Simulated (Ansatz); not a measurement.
Consider the following.

Br:
```xyz
4
Lattice="3.4525 -2.1024 0.0000 3.4525 2.1024 0.0000 0.0000 0.0000 8.7050" Properties=species:S:1:pos:R:3 pbc="T T T"
Br     3.4525    -0.5998     3.3398
Br     3.4525    -1.5026     7.6923
Br     3.4525     1.5026     1.0127
Br     3.4525     0.5998     5.3652
```

This is the r²SCAN+D4-relaxed structure. Cartesian axes are those of the cell as given.

Question: All from DFT-r²SCAN+D4 in the program Ansatz with PAW potentials, unless another level is named. Predict the band gap.

Answer: 1.66 eV (smallest direct gap 1.68 eV).

Question: Next, the valence-band maximum?

Answer: at Γ.

Question: Next, the conduction-band minimum?

Answer: on the Δ0–Γ line, 86 % of the way from Δ0 (k = -0.047, 0.047, 0.000) (2 equivalent valleys).

Space group Cmce (molecular I2 type). The r²SCAN+D4 relaxation kept the symmetry of its start. The substance is a gas or liquid at ambient conditions; this is its low-temperature solid. Scalar-relativistic: spin–orbit coupling is off unless named, which matters more the heavier the elements.

Potentials: the later of the program's two PAW sets.
